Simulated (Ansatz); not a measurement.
NaCl₃ (A15 (Cr3Si type), Pm-3n), a = b = c = 5.461 Å, α = β = γ = 90.00°.

Relaxed with r²SCAN.

Problem. Tabulate the valence density and the electron localisation function along the shortest Na–Cl contact (3.05 Å), DFT-r²SCAN in the program Ansatz with PAW potentials.

Solution. 

| distance from Na (Å) | density (e/Å³) | ELF |
|---|---|---|
| 0.31 | 13.95 | 0.44 |
| 0.46 | 6.19 | 0.58 |
| 0.61 | 1.69 | 0.59 |
| 0.76 | 0.41 | 0.45 |
| 0.92 | 0.15 | 0.14 |
| 1.07 | 0.06 | 0.01 |
| 1.22 | 0.04 | 0.01 |
| 1.37 | 0.05 | 0.05 |
| 1.53 | 0.08 | 0.29 |
| 1.68 | 0.14 | 0.61 |
| 1.83 | 0.24 | 0.77 |
| 1.98 | 0.43 | 0.85 |
| 2.14 | 0.75 | 0.89 |
| 2.29 | 1.22 | 0.89 |
| 2.44 | 1.67 | 0.86 |
| 2.59 | 1.75 | 0.76 |
| 2.75 | 1.29 | 0.52 |

The density is the valence pseudo-density with augmentation charge, so density and ELF within about 1 Å of a nucleus are not all-electron values.

The workflow started from a Materials Project entry (that database holds measured and hypothetical structures alike); the Crystallography Open Database copy checked does not list it. Whether it is the stable phase at ambient conditions was not checked. The cell was relaxed with r²SCAN under the symmetry of its start. At this level the phase is dynamically unstable (imaginary phonons).

Potentials: the earlier of the program's two PAW sets.
